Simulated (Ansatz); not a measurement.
A geometry of HfO2 away from equilibrium: the start of the relaxation of a generated cell, HfO2 built in the beta-tridymite structure type. The numbers are results of r2SCAN (plane waves to 500 eV, PAW, scalar-relativistic; Ansatz, a first-principles code), not measurements. Γ-centred k-mesh 4×4×2 on the run's cell (coarser than for final values), Fermi–Dirac smearing 0.05 eV.

```xyz
12
Lattice="5.9293 0.0000 0.0000 -2.9647 5.1350 0.0000 0.0000 0.0000 9.7062" Properties=species:S:1:pos:R:3:forces:R:3 pbc="T T T" free_energy=-67496.592 pressure_GPa=25.7
Hf     0.0000     3.4233     0.6018    0.0000    0.0000    0.4757
Hf     2.9647     1.7117     5.4549    0.0000    0.0000    0.4757
Hf     2.9647     1.7117     9.1044    0.0000    0.0000   -0.4757
Hf     0.0000     3.4233     4.2513    0.0000    0.0000   -0.4757
O      0.0000     3.4233     2.4265    0.0000    0.0000    0.0000
O      2.9647     1.7117     7.2796    0.0000    0.0000    0.0000
O      2.9647     0.0000     0.0000    0.0000    0.0000    0.0000
O      1.4823     2.5675     4.8531    0.0000    0.0000    0.0000
O     -1.4823     2.5675     0.0000    0.0000    0.0000    0.0000
O      2.9647     0.0000     4.8531    0.0000    0.0000    0.0000
O      1.4823     2.5675     0.0000    0.0000    0.0000    0.0000
O     -1.4823     2.5675     4.8531    0.0000    0.0000    0.0000
```

Positions in Å, forces in eV/Å, free energy of the cell in eV (comparable only within this code, potentials and settings). Largest force: 0.48 eV/Å, on Hf1, Hf2, Hf3, Hf4 (atoms numbered as listed); the geometry lies 0.37 eV/atom above the end of its relaxation.

No spin polarisation in the result.

The run could not lose the symmetry of its start, so the end can be a saddle point.

The end of the path is a generated cell of HfO2: the first start was made by placing the elements on the sites of a structure type, and the end was not matched to a known phase here, so it may be hypothetical. Known forms of HfO2 include space group No. 14, 29, 137, 225.
